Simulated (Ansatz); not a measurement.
## Sensitivity of the gradients in TlCl with Na replacing Tl to the input

Cell: a supercell of TlCl (CsCl type, Pm-3m) built from a COD entry (the entry's cell lengths or inner coordinates differ somewhat from later room-temperature determinations), with all atoms left at the host's positions.

```cif
data_NaTl15Cl16
_symmetry_space_group_name_H-M 'Fm-3m'
_symmetry_Int_Tables_number 225
_cell_length_a 15.3360
_cell_length_b 15.3360
_cell_length_c 15.3360
_cell_angle_alpha 90.000
_cell_angle_beta 90.000
_cell_angle_gamma 90.000
loop_
_atom_site_label
_atom_site_type_symbol
_atom_site_symmetry_multiplicity
_atom_site_Wyckoff_symbol
_atom_site_fract_x
_atom_site_fract_y
_atom_site_fract_z
Na Na 4 a 0.0000 0.0000 0.0000
Tl2 Tl 24 d 0.0000 0.2500 0.2500
Tl5 Tl 8 c 0.2500 0.2500 0.2500
Tl8 Tl 24 e 0.2500 0.5000 0.5000
Tl12 Tl 4 b 0.5000 0.5000 0.5000
Cl17 Cl 32 f 0.1250 0.1250 0.1250
Cl21 Cl 32 f 0.3750 0.3750 0.3750
```

One atom of each set is listed; the run and its k-mesh use a cell of 32 atoms with edges of 10.84, 10.84, 10.84 Å.

Reference run. Level of theory: DFT, PBE, plane waves and PAW, scalar-relativistic, 420 eV cutoff, Γ-centred 2×2×2 k-points, Fermi–Dirac smearing 0.01 eV (Ansatz 0.2.0).

(1) The input is changed as follows: `scf.occupations.width`: 0.01 → 0.15; `scf.n_extra_bands`: not typed → 1. What happens to V_zz (10²¹ V/m²) and η?

## Answers

(1) 

```
site  V_zz reference  η reference  V_zz changed  η changed
  Na            0.00            –          0.00          –
 Tl2          -0.027         0.72        -0.026       0.76
 Tl8          -0.060         0.00        -0.059       0.00
Cl17           0.056         0.00         0.055       0.00
Cl21           0.053         0.00         0.053       0.00
```

No V_zz moves by more than 0.01. Other sites without a gradient aren't listed. The gap of 2.2 eV is far wider than the smearing, so the levels stay full or empty whatever the smearing's form; with a small gap this would fail. SCF iterations: 6 and 7.

On the reference run: The defect repeats with the cell of 32 atoms, so it feels its images: sites between two images don't show the values beside a lone defect, and zeros or small values of η there can come from the images' arrangement. Spin–orbit coupling is left out, which shifts gradients on Tl by a few per cent, and by more where contributions nearly cancel. The neighbours have not yet relaxed around the defect (largest force 0.20 eV/Å), so a real crystal will differ.
